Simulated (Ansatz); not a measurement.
Input:

Te$_{2}$Mo:
```xyz
12
Lattice="6.2866 0.0000 0.0000 0.0000 3.4390 0.0000 -0.8384 0.0000 13.3547" Properties=species:S:1:pos:R:3 pbc="T T T"
Te     3.2183     2.5793     4.6406
Te     2.2299     0.8598     8.7141
Te     3.5969     0.8598     1.3986
Te     1.8513     2.5793    11.9561
Te     0.4608     2.5793     2.0423
Te     4.9874     0.8598    11.3123
Mo     1.5893     2.5793     6.7677
Mo     3.8589     0.8598     6.5870
Te     0.0228     0.8598     5.2740
Te     5.4254     2.5793     8.0807
Mo     1.1350     0.8598     0.1052
Mo     4.3132     2.5793    13.2495
```

This is the LDA-relaxed structure.

All from plane-wave PAW LDA (Ansatz code), unless another level is named. Give the electronic character.

metallic (no gap).

And the formation energy from the elements (no fitted shifts)?

-0.27 eV/atom.

Predict the density of states at the Fermi level.

0.36 states/eV per atom (mean over ±0.08 eV).

Space group P2_1/m. The workflow started from an entry of the Crystallography Open Database (COD), which files this formula under 2 space groups. It is not the phase usual at ambient conditions (space group No. 194). The cell was relaxed with LDA under the symmetry of its start; whether a distortion lowers the energy is not shown. No spin polarisation was allowed. A crystal of weakly bound layers computed without a dispersion correction: the cell and the soft elastic constants depend strongly on that. The references are the lowest solids computed at this level, not always the standard phases. Spin–orbit coupling is left out wherever it is not named.

Potentials: the earlier of the program's two PAW sets.
